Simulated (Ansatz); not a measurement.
Relaxation of a relaxed Be cell, doubled along one cell vector, shaken by Gaussian noise of σ = 0.08 Å a coordinate; 4 atoms in the cell, which starts as P1 (No. 1), aP4; a = b = 2.263 Å, c = 7.126 Å, α = β = 90.00°, γ = 120.00°. Method: r2SCAN (plane waves to 500 eV, PAW, scalar-relativistic; Ansatz, a quantum-chemistry and plane-wave program). Γ-centred k-mesh 16×16×5 on the run's cell (coarser than for final values), Fermi–Dirac smearing 0.05 eV. This is the first round of the run. 

The optimiser's lines from the output (shortened; P is positive under compression):

```
relax step   1: F+E_penalty+E_count = -373.30824368 eV  Δ(F+E_penalty+E_count) = +0.000e0 eV  max|allowed force component| = 4.308e-1 eV/Å  Δτ_max = 0.0000 Å  P = +0.326 GPa  Ω = 31.610 Å³  (8 SCF iters, dr2 threshold 1.00e-7 eV, accepted)
relax step   2: F+E_penalty+E_count = -373.36108972 eV  Δ(F+E_penalty+E_count) = -5.285e-2 eV  max|allowed force component| = 1.702e-1 eV/Å  Δτ_max = 0.0805 Å  P = +0.245 GPa  Ω = 31.555 Å³  (7 SCF iters, dr2 threshold 4.00e-7 eV, accepted)
relax step   3: F+E_penalty+E_count = -373.36393158 eV  Δ(F+E_penalty+E_count) = -2.842e-3 eV  max|allowed force component| = 2.385e-3 eV/Å  Δτ_max = 0.0183 Å  P = -0.123 GPa  Ω = 31.643 Å³  (5 SCF iters, dr2 threshold 4.00e-7 eV, accepted)
relax step   4: F+E_penalty+E_count = -373.36404576 eV  Δ(F+E_penalty+E_count) = -1.142e-4 eV  max|allowed force component| = 3.836e-4 eV/Å  Δτ_max = 0.0011 Å  P = +0.016 GPa  Ω = 31.607 Å³  (4 SCF iters, dr2 threshold 4.00e-7 eV, accepted)
relax step   5: F+E_penalty+E_count = -373.36404649 eV  Δ(F+E_penalty+E_count) = -7.314e-7 eV  max|allowed force component| = 3.508e-4 eV/Å  Δτ_max = 0.0000 Å  P = +0.000 GPa  Ω = 31.611 Å³  (4 SCF iters, dr2 threshold 7.38e-9 eV, accepted)
relax step   6: F+E_penalty+E_count = -373.36404668 eV  Δ(F+E_penalty+E_count) = -1.885e-7 eV  max|allowed force component| = 3.502e-4 eV/Å  Δτ_max = 0.0000 Å  P = +0.000 GPa  Ω = 31.611 Å³  stress off target by 1.48e-3 GPa  SCF on the basis re-selected at this cell (its energy is not comparable with the rows above)  (4 SCF iters)
```

From the first to the last row the energy changes by -0.01 eV/atom and the volume by 0.0 %. The last row is marked as not comparable with the walk above it, whose basis was carried along; it does compare with step 1, since both stand on a basis selected at the nominal cutoff for their own cell.

Later rounds, restarted from the end of this one on a renewed k-mesh, logged 3 more steps and released under 0.01 eV/atom more. The final structure after all rounds: P6₃/mmc (No. 194), hP2, hcp (Mg type); a = b = 2.263 Å, c = 3.563 Å, α = β = 90.00°, γ = 120.00°. No spin polarisation in the result.
